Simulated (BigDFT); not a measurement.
Set-up for a self-consistent single point of Ga(H)(SiH3)2 (GaH₇Si₂).

```xyz
10

Ga    -0.3741    -0.2747    -0.2821
H     -1.5494    -1.1208    -1.1147
Si    -0.5058     2.0606    -0.9465
H      0.5624     2.4540    -1.8939
H     -0.3610     2.9767     0.2115
H     -1.7882     2.4122    -1.5917
Si     0.7968    -1.8537     1.1457
H      1.3604    -1.2044     2.3550
H      1.9430    -2.5148     0.4820
H     -0.0840    -2.9351     1.6346
```

Computed with PBE, Daubechies wavelet basis, HGH (Krack) norm-conserving potentials made for PBE, isolated boundary conditions (BigDFT).

BigDFT settings:

| key | value |
|---|---|
| basis | Daubechies wavelets |
| dft.hgrids | 0.33 bohr |
| dft.rmult | 5 8 |
| dft.ixc | PBE |
| potentials | built-in HGH-K PBE |
| boundary_conditions | free |
| dft.gnrm_cv | 1e-04 |
| dft.itermax | 80 |
| dft.idsx | 6 |
| dft.nrepmax | 3 |

Results:

- Number of valence electrons = 18
- Number of orbitals = 9
- Size of the basis = 318452
- Number of SCF iterations = 13
- Grid steps along x, y, z = 69 × 78 × 70
- Total energy = -383.8458 eV
- Largest force (vector length) = 1.415 eV/Å
- Dipole moment = 0.51 D
- Highest occupied level = -6.47 eV

Forces (eV/Å):
```
atom      Fx      Fy      Fz
----  ------  ------  ------
Ga1   -0.947  -0.727  -0.760
H2     0.642   0.455   0.437
Si3    0.239  -0.009   0.365
H4     0.234  -0.083  -0.182
H5     0.029   0.095   0.208
H6    -0.271  -0.136  -0.105
Si7    0.145   0.459   0.196
H8     0.080   0.116   0.168
H9     0.150  -0.041  -0.293
H10   -0.303  -0.129  -0.035
```

For comparison: a first run (DFT, LDA (Teter-Pade), Daubechies wavelet basis, HGH (Krack) norm-conserving potentials made for LDA, isolated boundary conditions) was changed to give this one (dft.ixc: 1 → PBE; pseudopotentials: built-in HGH-K LDA → built-in HGH-K PBE), and from it to this one the largest force goes from 1.441 to 1.415 eV/Å.

The grid can part forces that symmetry would make equal. Forces above 1 eV/Å remain at this geometry. The geometry comes from a cheaper method or was typed, in some cases with atoms then moved at random; it is not relaxed at this level, and the species need not be a known compound. A coarse multiplier of 5 or less cuts the tails of heavy atoms' orbitals, which raises levels.

These are the values that this program gave, and no reference: the built-in potentials of some of these elements keep semicore shells in the core, which can shift energies, forces and lattice constants.

Cost on one core: about 100 core-seconds (a rough figure).
